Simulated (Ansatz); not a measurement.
InP in space group P-6m2 (No. 187; In on 1a, P on 1f) under volume change, DFT-PBE in the program Ansatz with PAW potentials, shape and atoms relaxed at each volume.

```
V (Å³/atom)  E − E(relaxed) (meV/atom)  P (GPa)
-----------  -------------------------  -------
20.083                            40.4     7.04
20.745                            17.2     4.31
21.407                             4.1     2.02
22.070                             0.0     0.00
22.732                             3.6    -1.66
23.394                               ?        ?
24.056                               ?        ?
```

Some entries are withheld; supply them.


- 24.056, E − E(relaxed) (meV/atom): 28.3
- 24.056, P (GPa): -4.06
- 23.394, E − E(relaxed) (meV/atom): 13.6
- 23.394, P (GPa): -3.09

What does a third-order Birch–Murnaghan fit give for V₀, B₀ and B′?

V₀ = 22.07 Å³/atom, B₀ = 59.4 GPa, B′ = 4.9.

A made-up cell: these elements were put on the sites of a structure type; neither database checked (COD, Materials Project) lists it. It is not the phase usual at ambient conditions (space group No. 216). The cell was relaxed with PBE under the symmetry of its start; its stability against distortions is not shown here.

Potentials: the later of the program's two PAW sets.
